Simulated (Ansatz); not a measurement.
The relaxed structure here is a generated cell of Rh: the first start was made by a random draw of sites in a space group, and the end was not matched to a known phase here, so it may be hypothetical. Known forms of Rh include space group No. 225.

A relaxed structure of Rh. Space group P6/mmm (No. 191), AFLOW prototype A_hP1_191_a (A_f, as in Sn). Calculation: PBEsol (plane waves to 420 eV, PAW, scalar-relativistic; Ansatz, an electronic-structure program).

```xyz
1
Lattice="2.6026 0.0000 0.0000 -1.3013 2.2539 0.0000 0.0000 0.0000 2.5055" Properties=species:S:1:pos:R:3 pbc="T T T"
Rh     0.0000     0.0000     1.2528
```

For Rh, the volume per atom is 14.70 Å³, the band gap is no gap (metallic) and the shortest distances is Rh–Rh 2.51 Å. The k-mesh is 20×20×18.

No spin polarisation in the result.

The run could not lose the symmetry of its start, so the end can be a saddle point.
